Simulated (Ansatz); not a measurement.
A geometry of PtSe2 away from equilibrium: step 3 of the relaxation of a generated cell, PtSe2 placed in the AFLOW prototype A2B_oC12_36_2a_a (C24, as in HgBr2). The numbers are results of r2SCAN (plane waves to 500 eV, PAW, scalar-relativistic; Ansatz, a first-principles code), not measurements. Γ-centred k-mesh 7×7×2 on the run's cell (coarser than for final values), Fermi–Dirac smearing 0.05 eV. The plane waves were selected for a different cell earlier on the path.

```
CELL_PARAMETERS angstrom
      1.92669    -2.97498     0.00000
      1.92669     2.97498     0.00000
      0.00000     0.00000    10.58577
ATOMIC_POSITIONS crystal
  Se 0.68548 0.31452 0.48136
  Se 0.31452 0.68548 0.98136
  Se 0.94876 0.05124 0.66968
  Se 0.05124 0.94876 0.16968
  Pt 0.64519 0.35481 0.84896
  Pt 0.35481 0.64519 0.34896
```

Question: What forces act on the atoms (eV/Å)?

Answer: 
```json
[
 {"atom": "Se1", "Fx": "0.00", "Fy": "-0.23", "Fz": "-1.67"},
 {"atom": "Se2", "Fx": "0.00", "Fy": "0.23", "Fz": "-1.67"},
 {"atom": "Se3", "Fx": "0.00", "Fy": "-0.86", "Fz": "2.74"},
 {"atom": "Se4", "Fx": "0.00", "Fy": "0.86", "Fz": "2.74"},
 {"atom": "Pt5", "Fx": "0.00", "Fy": "-0.55", "Fz": "-1.07"},
 {"atom": "Pt6", "Fx": "0.00", "Fy": "0.55", "Fz": "-1.07"}
]
```

The path ends in P6₃mc (No. 186). No spin polarisation in the result. No dispersion correction is included, so spacings between layers, chains or molecules are soft and tend to come out too large.

The run could not lose the symmetry of its start; a randomly shaken copy of 12 atoms returns to this structure.

The end of the path is a generated cell of PtSe2: the first start was made by placing the elements on the sites of a structure type, and the end was not matched to a known phase here, so it may be hypothetical. Known forms of PtSe2 include space group No. 164.
